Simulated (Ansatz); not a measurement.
HgPt: frozen-core PAW against all-electron methods

```
Hg Pt
1.0
     2.93085    0.00000    0.00000
     0.00000    2.93085    0.00000
     0.00000    0.00000    3.77330
Hg Pt
1 1
Direct
  0.00000 0.00000 0.00000
  0.50000 0.50000 0.50000
```

Atom numbers follow the list: Hg1, Pt2.

The cell comes from COD entry 1523215, which wasn't checked; take it as a given geometry. The listed cell was then made from it by scaling, straining or moving an atom.

Spin–orbit coupling is left out, though it moves levels of the heavy atoms by tenths of an eV or more.

Methods: DFT, LDA, PAW with Ansatz's default frozen-core files, scalar-relativistic (Ansatz 0.2.0); DFT, LDA, all-electron PAW with datasets made for the crystal, scalar-relativistic (Ansatz 0.2.0); DFT, LDA, all-electron LAPW, scalar-relativistic (Ansatz 0.2.0).

For PAW: a Γ-centred 12×12×10 k mesh, Fermi–Dirac smearing of 0.03 eV, cutoff 420 eV, no spin polarisation; the PAW files were made with PBE, and the program remakes their frozen cores for this functional. The crystal-made all-electron datasets (AE datasets) take a cutoff of 280 eV at this cell. LAPW targets a basis error of 0.5 meV/atom. The Ansatz runs share mesh, smearing and spin set-up. Plane-wave (PAW) pressures include the program's estimate of the Pulay term.

Stress and pressure are positive in compression.

The change that made this cell: volume scaled by 0.96.

No spin–orbit coupling: at heavy atoms the gradients can be off by tens of per cent for that reason.

In a metal, gradients converge slowly with the k mesh: the values move by tens of per cent from one mesh to another, at times in sign, so only the comparison on one mesh counts.

```
                             quantity     PAW  AE datasets  LAPW
                       pressure (GPa)    6.88         6.90  6.90
                      stress xx (GPa)    6.60         6.61  6.61
                      stress zz (GPa)    7.44         7.48  7.48
field gradient Vzz at Hg1 (10²¹ V/m²)  -11.63       -11.61     –
field gradient Vzz at Pt2 (10²¹ V/m²)       ?            ?     –
```

Q: Give the missing entry: row "field gradient Vzz at Pt2 (10²¹ V/m²)", column "PAW".

A: 9.99.

Q: Give the missing entry: row "field gradient Vzz at Pt2 (10²¹ V/m²)", column "AE datasets".

A: 10.25.
